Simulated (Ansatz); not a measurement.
Starting cell, ZnSe (zinc blende):

```
ZnSe
1.0
    0.00000     2.86650     2.86650
    2.86650     0.00000     2.86650
    2.86650     2.86650     0.00000
Se Zn
1 1
Direct
  0.75000   0.75000   0.75000
  0.00000   0.00000   0.00000
```

In this cell atom 1 (Se, nearest neighbour Zn at 2.482 Å; its periodic images, 4.1 Å or more away, move with it) is moved by s towards the nearest neighbour, unit vector (0.577, 0.577, 0.577); all other atoms and the cell stay fixed.

Calculation: PBE (plane waves to 420 eV, PAW, scalar-relativistic; Ansatz, a first-principles code). k mesh 8×8×8 (Γ-centred), Fermi-Dirac smearing 0.05 eV. E stands for the smeared free energy. Left out: 1 of 11 points, with atoms too close for the PAW data. ZnSe was relaxed with its symmetry unable to fall. The zero of ΔE is the undisplaced structure.

| s (Å) | ΔE (meV/cell) |
|---|---|
| -0.740 | 456 |
| -0.592 | 372 |
| -0.444 | 262 |
| -0.296 | withheld |
| -0.148 | 44 |
| 0.000 | 0 |
| 0.148 | 67 |
| 0.296 | 334 |
| 0.444 | 946 |
| 0.592 | 2160 |

### Question
Fit a polynomial form (powers 2, 3, 4) to the given rows and predict ΔE at s = -0.296.

### Answer
Least squares on the 9 given rows: ΔE = (2641)·s² + (4304)·s³ + (2567)·s⁴, in meV/cell with s in Å; root-mean-square residual 24.3 meV/cell. At -0.296 the fit gives 139 meV/cell; the calculation gives 144 meV/cell, so the interpolation is off by -5 (-3.5 %). The quadratic term alone would give 231 meV/cell.

(For displaced atoms, the force is minus the slope of the energy, and its curvature is a force constant, which sets phonon frequencies.)
